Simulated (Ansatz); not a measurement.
A: ZrO2 (tetragonal-ZrO2 type, space group P4_2/nmc), a = b = 3.621 Å, c = 5.284 Å, α = β = γ = 90.00°
B: TiO2 (rutile), a = 4.644 Å, b = 4.644 Å, c = 2.964 Å, α = 90.00°, β = 90.00°, γ = 90.00°
C: ZnO (wurtzite), a = 3.2799 Å, b = 3.2799 Å, c = 5.2941 Å, α = 90.00°, β = 90.00°, γ = 120.00°

Scan: energy against volume (even scaling of the relaxed cell, symmetry kept). One method and one kind of scan serve all of them; meshes and ranges differ. All were relaxed with their symmetry unable to fall. The PAW data are Ansatz's earlier set. This is a high-temperature form of ZrO2. TiO2 is run without spin polarisation. ZrO2 is run without spin polarisation.

### Question
Rank these by bulk modulus at fixed cell shape (fitted) (highest first), as PBE (plane waves to 420 eV, PAW, scalar-relativistic; Ansatz, a quantum-chemistry and plane-wave program) gives it.

### Answer
B (213 GPa), A (172 GPa), C (129 GPa)

(A scan under strain: stresses follow from slopes of the energy per volume, elastic moduli from its curvatures.)
